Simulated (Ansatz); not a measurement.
### Question
Name crystals whose computed values (r²SCAN in the plane-wave PAW code Ansatz) fall in these windows: gap (eV) 1.2 to 1.5; B₀ by P(V) fit (GPa) 120 to 160; G_Hill (GPa) 120 to 160.

### Answer


```
crystal           gap (eV)  B₀ by P(V) fit (GPa)  G_Hill (GPa)
----------------  --------  --------------------  ------------
BAs, wurtzite         1.33                   141           139
BAs, zinc blende      1.37                   141           137
```
Others may fit too.

Not the usual ambient phase: BAs, wurtzite. All cells were relaxed under the symmetry of their starts (and spin orders); stability against distortions was not tested throughout. Spin–orbit coupling is left out wherever it is not named.

Potentials: the later of the program's two PAW sets.
